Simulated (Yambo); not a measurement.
## How GW settings move the gap: TiS3 monolayer

G0W0@PBEsol for a free-standing TiS$_{3}$ monolayer (symmetry Pmmn, slab cell 20.4 Å high) in Yambo. Reference settings: 4×4×1 Γ-centred k mesh, bands 3 to 109 and a 5 Ry block in the screening, 109 bands in G with the Bruneval-Gonze terminator, plasmon pole fitted at 27.2 eV, slab-truncated Coulomb interaction, stochastic integration of W near q = 0. The PBEsol gap Γ → Γ on this mesh is 0.22 eV; G0W0 gaps are taken between the same points.

```csv
change from the reference,G0W0 gap Γ → Γ (eV),shift of the valence edge (eV),rough Yambo cost
reference settings,1.11,0.10,1
"53 bands in W, 53 bands in G",1.06,0.43,about 1/2
"77 bands in W, 77 bands in G",1.10,0.21,within a factor of two
53 bands in G,1.02,0.35,–
77 bands in G,1.09,0.16,–
61 bands in W,1.13,0.20,within a factor of two
no stochastic integration of W,2.80,-0.71,–
2 Ry block,1.17,0.37,within a factor of two
3 Ry block,1.09,0.25,within a factor of two
pole fitted at 55 eV,1.13,0.06,–
4×2×1 mesh,0.98,0.22,within a factor of two
"53 bands in G, no terminator",0.93,1.04,–
"77 bands in G, no terminator",1.08,0.61,–
no terminator,1.13,0.42,–
```

The reference isn't shown to be the converged limit. Costs are rough (shared machines), scaled to the same edge states, and given only for runs that recompute the screening. Without the stochastic integration, the mesh misses the sharp change of W near q = 0 in a layer: the 1.68 eV of that row are a sampling artefact.

Geometry relaxed with PBEsol; primitive cell a = 3.3721 Å, b = 4.9218 Å, c = 20.4000 Å, α = 90.00°, β = 90.00°, γ = 90.00°.

This is a model layer cut from the bulk structure; whether it is stable on its own was not checked.

A shift is the quasiparticle energy of the state minus its PBEsol energy.
